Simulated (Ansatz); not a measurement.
Here is the system:

AgAu in space group R-3m (No. 166; Ag on 3a, Au on 3b), a = b = 2.8373 Å, c = 13.9943 Å, α = β = 90.00°, γ = 120.00°; the cell used has 2 atoms.

This is the LDA-relaxed structure.

Task: All from LDA in the plane-wave PAW code Ansatz, unless another level is named. Estimate the formation energy from the elements (no fitted shifts).

Result: -0.046 eV/atom.

Task: Give the density of states at the Fermi level.

Result: 0.27 states/eV per atom (mean over ±0.08 eV).

The workflow started from a Materials Project entry (that database holds measured and hypothetical structures alike); the Crystallography Open Database copy checked does not list it. With Ag and Au taken as one species the cell has the higher symmetry Fm-3m, so it may be an ordered model of a mixed-site phase. Its standing as an ambient phase is unchecked. The LDA relaxation kept the symmetry of its start; whether a distortion lowers the energy is not shown. No spin polarisation was allowed. Axis ratios of metals converge slowly with the k-mesh, so a and c are less sure than the volume. The references are the lowest solids computed at this level, not always the standard phases. Spin–orbit coupling is left out wherever it is not named.

Potentials: the later of the program's two PAW sets.
